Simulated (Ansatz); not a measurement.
Ansatz (an electronic-structure program) input:

Ansatz 0.2 input:
```yaml
crystal:
  lattice:
    - [5.1190510042, 0.0, 0.0]
    - [0.0, 9.1695624497, 0.0]
    - [0.0, 0.0, 5.4397721213]
  atoms:
    - { symbol: Ti, position: [0.1379671561, 0.3710840092, 0.4047764139] }
    - { symbol: Ti, position: [0.8620328439, 0.6289159908, 0.5952235861] }
    - { symbol: Ti, position: [0.3620328439, 0.6289159908, 0.9047764139] }
    - { symbol: Ti, position: [0.6379671561, 0.3710840092, 0.0952235861] }
    - { symbol: Ti, position: [0.6379671561, 0.1289159908, 0.5952235861] }
    - { symbol: Ti, position: [0.3620328439, 0.8710840092, 0.4047764139] }
    - { symbol: Ti, position: [0.8620328439, 0.8710840092, 0.0952235861] }
    - { symbol: Ti, position: [0.1379671561, 0.1289159908, 0.9047764139] }
    - { symbol: O, position: [0.464698246, 0.2699892221, 0.3907441767] }
    - { symbol: O, position: [0.535301754, 0.7300107779, 0.6092558233] }
    - { symbol: O, position: [0.035301754, 0.7300107779, 0.8907441767] }
    - { symbol: O, position: [0.964698246, 0.2699892221, 0.1092558233] }
    - { symbol: O, position: [0.964698246, 0.2300107779, 0.6092558233] }
    - { symbol: O, position: [0.035301754, 0.7699892221, 0.3907441767] }
    - { symbol: O, position: [0.535301754, 0.7699892221, 0.1092558233] }
    - { symbol: O, position: [0.464698246, 0.2300107779, 0.8907441767] }
    - { symbol: O, position: [0.815780595, 0.0103436901, 0.8515355503] }
    - { symbol: O, position: [0.184219405, 0.9896563099, 0.1484644497] }
    - { symbol: O, position: [0.684219405, 0.9896563099, 0.3515355503] }
    - { symbol: O, position: [0.315780595, 0.0103436901, 0.6484644497] }
    - { symbol: O, position: [0.315780595, 0.4896563099, 0.1484644497] }
    - { symbol: O, position: [0.684219405, 0.5103436901, 0.8515355503] }
    - { symbol: O, position: [0.184219405, 0.5103436901, 0.6484644497] }
    - { symbol: O, position: [0.815780595, 0.4896563099, 0.3515355503] }
kpoints:
  mp_grid: { grid: [3, 2, 3] }
hamiltonian:
  xc: hse06
  pseudopotentials: { azcp: { folder: ./paw }, kind: paw }
scf:
  n_extra_bands: 24
  occupations: { method: fixed }
output:
  eigenvalues: true
  eigenstates:
    e_range: [-9.0, 11.5]
    kpoints:
      - [0.0, 0.0, 0.0]  # VBM
      - [0.0, 0.0, 0.0]  # CBM
      - [0.0, 0.0, 0.0]  # GAMMA
      - [0.5, 0.0, 0.0]  # X
      - [0.0, 0.0, 0.5]  # Z
      - [0.5, 0.0, 0.5]  # U
      - [0.0, 0.5, 0.0]  # Y
      - [0.5, 0.5, 0.0]  # S
      - [0.0, 0.5, 0.5]  # T
      - [0.5, 0.5, 0.5]  # R
```

Output (shortened):

```
Pseudopotential: Ti, paw, valence charge 12
Pseudopotential: O, paw, valence charge 6
Functional definition: HSE06
davidson cushion auto → on  (no smearing: the cushion is to keep the highest requested band from converging to the state above it …
Crystal: 24 atoms, lattice volume = 255.340 Å³
Basis set: ecut = 420 eV, 5017 PW (Γ)
Bands: 120, of which v1, the nominal top of the filled ones, is band 96 counted from 1 (95 counted from 0)
Symmetry: 8 space group operations
Space group: Pbca (ITA 61), of the structure as read, at distance tolerance 6.3e-5 Å
k-points: 8 of 18
SCF iter   1: F=—  HF=-29110.379577 eV  |F-HF|=—  |Δ(HF+E_count)|=         —  Δρ=6.39e-2  dr2=1.04e1  ethr=1.00e-1  ⟨swp⟩=3.5  Hψ=2838  notcnv=0
preconditioner: auto → none
SCF iter   2: F=—  HF=-29110.502255 eV  |F-HF|=—  |Δ(HF+E_count)|=   1.23e-1  Δρ=6.37e-2  dr2=8.31e0  ethr=5.44e-3  ⟨swp⟩=3.8  Hψ=2790  notcnv=0
SCF iter   3: F=—  HF=-29109.853294 eV  |F-HF|=—  |Δ(HF+E_count)|=   6.49e-1  Δρ=3.50e-2  dr2=3.33e0  ethr=4.33e-3  ⟨swp⟩=3.0  Hψ=2320  notcnv=0
SCF iter   4: F=—  HF=-29109.618280 eV  |F-HF|=—  |Δ(HF+E_count)|=   2.35e-1  Δρ=1.87e-2  dr2=9.55e-1  ethr=1.74e-3  ⟨swp⟩=2.0  Hψ=2112  notcnv=0
SCF iter   5: F=—  HF=-29109.570772 eV  |F-HF|=—  |Δ(HF+E_count)|=   4.75e-2  Δρ=7.02e-3  dr2=1.33e-1  ethr=4.97e-4  ⟨swp⟩=3.0  Hψ=2304  notcnv=0
iter 6 solved again at ethr=8.69e-7 eV; its pass at ethr=6.94e-5 eV (dr2=1.67e-3 eV) is discarded
SCF iter   6: F=—  HF=-29109.556385 eV  |F-HF|=—  |Δ(HF+E_count)|=   1.44e-2  Δρ=1.32e-3  dr2=2.02e-3  ethr=8.69e-7  ⟨swp⟩=4.0  Hψ=5341  notcnv=0
SCF iter   7: F=-29109.555953 eV  HF=-29109.556097 eV  |F-HF|=1.45e-4  |Δ(HF+E_count)|=   2.88e-4  Δρ=5.08e-4  dr2=5.42e-4  ethr=8.69e-7  ⟨swp⟩=4.0  Hψ=2972  notcnv=0
SCF 1 stopped early in 7 iterations: F = -29109.555953 eV  dr2 = 5.42e-4
Crystal: 24 atoms, lattice volume = 255.340 Å³
Exchange kernel: α = 0.2500, screened, ω = 0.2079 Å⁻¹, Wigner–Seitz truncation, v(0) = 1036.7051 eV·Å³, q-mesh 3×2×3, nearest image of the exchange supercell L …
Frozen-core exchange: fock
SCF iter   1: F=—  HF=-29104.668310 eV  |F-HF|=—  |Δ(HF+E_count)|=         —  Δρ=3.54e-2  dr2=4.41e0  ethr=2.82e-6  ⟨swp⟩=7.1  Hψ=5421  notcnv=0
preconditioner: auto → none
SCF iter   2: F=—  HF=-29103.529076 eV  |F-HF|=—  |Δ(HF+E_count)|=    1.14e0  Δρ=9.66e-3  dr2=2.96e-1  ethr=2.82e-6  ⟨swp⟩=6.1  Hψ=4297  notcnv=0
SCF iter   3: F=—  HF=-29103.646542 eV  |F-HF|=—  |Δ(HF+E_count)|=   1.17e-1  Δρ=2.52e-3  dr2=2.00e-2  ethr=2.82e-6  ⟨swp⟩=5.0  Hψ=4094  notcnv=0
SCF iter   4: F=—  HF=-29103.648182 eV  |F-HF|=—  |Δ(HF+E_count)|=   1.64e-3  Δρ=1.88e-3  dr2=8.14e-3  ethr=2.82e-6  ⟨swp⟩=4.0  Hψ=3438  notcnv=0
SCF iter   5: F=—  HF=-29103.649231 eV  |F-HF|=—  |Δ(HF+E_count)|=   1.05e-3  Δρ=2.15e-3  dr2=1.24e-2  ethr=2.82e-6  ⟨swp⟩=4.0  Hψ=3118  notcnv=0
SCF iter   6: F=—  HF=-29103.646169 eV  |F-HF|=—  |Δ(HF+E_count)|=   3.06e-3  Δρ=2.14e-4  dr2=2.80e-4  ethr=2.82e-6  ⟨swp⟩=3.4  Hψ=2698  notcnv=0
SCF iter   7: F=—  HF=-29103.647642 eV  |F-HF|=—  |Δ(HF+E_count)|=   1.47e-3  Δρ=6.29e-4  dr2=1.00e-3  ethr=3.33e-8  ⟨swp⟩=4.0  Hψ=3364  notcnv=0
SCF iter   8: F=-29103.647376 eV  HF=-29103.647404 eV  |F-HF|=2.76e-5  |Δ(HF+E_count)|=   2.39e-4  Δρ=1.03e-4  dr2=3.99e-5  ethr=3.33e-8  ⟨swp⟩=4.0  Hψ=3497  notcnv=0
SCF 2 stopped early in 8 iterations: F = -29103.647376 eV  dr2 = 3.99e-5
hybrid outer 1: dexx = +2.107e-1 eV, tail = 5.90e-4 eV
Crystal: 24 atoms, lattice volume = 255.340 Å³
Exchange kernel: α = 0.2500, screened, ω = 0.2079 Å⁻¹, Wigner–Seitz truncation, v(0) = 1036.7051 eV·Å³, q-mesh 3×2×3, nearest image of the exchange supercell L …
Frozen-core exchange: fock
SCF iter   1: F=—  HF=-29103.643453 eV  |F-HF|=—  |Δ(HF+E_count)|=         —  Δρ=9.02e-5  dr2=1.39e-5  ethr=1.54e-6  ⟨swp⟩=3.0  Hψ=2389  notcnv=0
preconditioner: auto → none
iter 2 solved again at ethr=3.18e-10 eV; its pass at ethr=5.42e-9 eV (dr2=6.10e-7 eV) is discarded
SCF iter   2: F=—  HF=-29103.643458 eV  |F-HF|=—  |Δ(HF+E_count)|=   4.86e-6  Δρ=2.87e-5  dr2=1.90e-6  ethr=3.18e-10  ⟨swp⟩=2.0  Hψ=5722  notcnv=0
SCF iter   3: F=—  HF=-29103.643472 eV  |F-HF|=—  |Δ(HF+E_count)|=   1.39e-5  Δρ=2.52e-5  dr2=1.42e-6  ethr=3.18e-10  ⟨swp⟩=5.0  Hψ=3841  notcnv=0
SCF iter   4: F=-29103.643472 eV  HF=-29103.643472 eV  |F-HF|=1.88e-9  |Δ(HF+E_count)|=   3.97e-7  Δρ=2.98e-6  dr2=3.15e-8  ethr=3.18e-10  ⟨swp⟩=4.0  Hψ=2959  notcnv=0
SCF 3 converged in 4 iterations: F = -29103.643472 eV  dr2 = 3.15e-8
hybrid outer 2: dexx = +1.321e-5 eV, tail = 2.93e-7 eV, Δε = 3.88e-3 eV (about 9.15e-5 eV left of the loop's levels)
NSCF: frozen V_eff on 10 k-points
hybrid SCF converged: 2 outer / 12 inner (+7 warm-up), last move |dexx| = 1.32e-5 eV, tail = 2.93e-7 eV
Stability not checked (fock_operator)
Free energy (F): -29103.643470 eV
Frozen-core exchange: fock
Harris-Foulkes:  -29103.643470 eV  (|F-HF|=1.88e-9)
Internal energy: -29103.643470 eV  (E = F + TS)
E sigma→0 (E₀):  -29103.643470 eV
Fermi energy:    7.325813 eV
--- Per-component energies (eV) ---
  E_band       = -2107.541130
  E_kinetic    = 4945.352839
  E_local      = -13299.880192  (includes V_loc(G=0)·N_el)
  E_nonlocal   = 1250.734941
  E_hartree    = 5044.097634
  E_xc         = -1674.722825
  E_vxc        = -2101.731883  (∫ρ·V_xc dr)
  E_exx        = -628.608537  (= α·E_x^exact, valence–valence)
  E_paw        = -10692.631580  (= ΣΔE_a)
  E_vpaw       = -1733.008192  (= ΣTr[D̂ρ^β])
  E_aug_tail   = 0.011698  (compensation charges beyond the density's cutoff)
  E_ewald      = -14046.195387
  E_core_change = -1.802061  (= ΣΔE_core)
  E_smearing   =  0.000000  (= −TS)
  E_closure    =  0.000000  (closes the sum)
  Σ components = -29103.643470   (vs F -29103.643470, Δ=3.64e-12)
  [band-id]    e_kinetic+e_local+e_nonlocal+2·e_hartree+e_vxc+2·e_exx+e_vpaw+e_augmentation_tail = -2107.542596   (vs E_band -2107.541130, Δ=-1.47e-3)
--- Band table (eV; the first three rows and the last of 8) ---
  k-point 0: bands = ["-53.3404", "-53.3298", "-53.3152", "-53.3052", "-53.3050", "-53.3046", "-53.2834", "-53.2832", "-28.1883", "-28.1556", "-28.1434", "-28.1378", "-28.1265", "-28.0528", "-28.0464", "-27.9949", "-27.9842", "-27.9498", "-27.9478", …
  k-point 1: bands = ["-53.3348", "-53.3277", "-53.3216", "-53.3209", "-53.2969", "-53.2924", "-53.2872", "-53.2854", "-28.1820", "-28.1595", "-28.1573", "-28.1496", "-28.0871", "-28.0446", "-28.0373", "-28.0142", "-27.9912", "-27.9631", "-27.9551", …
  k-point 2: bands = ["-53.3362", "-53.3362", "-53.3088", "-53.3088", "-53.3051", "-53.3051", "-53.2833", "-53.2833", "-28.1758", "-28.1758", "-28.1435", "-28.1435", "-28.0899", "-28.0899", "-28.0182", "-28.0182", "-27.9609", "-27.9609", "-27.9520", …
  k-point 7: bands = ["-53.3254", "-53.3254", "-53.3183", "-53.3183", "-53.2977", "-53.2977", "-53.2921", "-53.2921", "-28.1706", "-28.1706", "-28.1554", "-28.1554", "-28.0787", "-28.0787", "-28.0450", "-28.0450", "-27.9744", "-27.9744", "-27.9552", …
```

Cost: very roughly 11 core-minutes on shared cores.

The points marked VBM and CBM come from a semilocal run.

The PBEsol relaxation kept the symmetry of its start. No spin polarisation was allowed.

Potentials: the earlier of the program's two PAW sets.

Ansatz is a plane-wave DFT program.
